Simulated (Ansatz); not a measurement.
Space group R32:H (No. 155). a = 4.980 Å, b = 4.980 Å, c = 13.197 Å, α = 90.00°, β = 90.00°, γ = 120.00°
| atom | site | symmetry | x | y | z |
| --- | --- | --- | --- | --- | --- |
| Ti | 6c | 3. | 0.3333 | 0.6667 | 0.8179 |
| Ti | 9d | .2 | 0.6046 | 0.0000 | 0.0000 |
| Si | 3b | 32 | 0.6667 | 0.3333 | 0.8333 |

Equation of state of this Ti$_{5}$Si structure (not necessarily the ground state), with shape and atoms relaxed at each volume where symmetry leaves them free. It has no gap at any of these volumes. Theory: DFT PBEsol, scalar-relativistic, plane waves, PAW in Ansatz.

Settings: cutoff 420 eV, Γ-centred mesh 12×12×12 on the computed 6-atom cell, Gaussian smearing of 0.10 eV; no spin polarisation.

| V (Å³/atom) | E − E(largest V) (meV/atom) | P (GPa) |
| --- | --- | --- |
| 13.855 | 56.57 | 20.85 |
| 14.327 | 4.67 | 14.50 |
| 14.799 | -29.73 | 8.98 |
| 15.272 | -48.92 | 4.17 |
| 15.744 | -54.89 | 0.00 |
| 16.216 | -49.37 | -3.63 |
| 16.689 | -33.88 | -6.77 |
| 17.319 | 0.00 | -10.32 |

Fit a third-order Birch–Murnaghan equation to E(V).

V0 = 15.74 Å³/atom, B0 = 129 GPa, B0' = 3.7.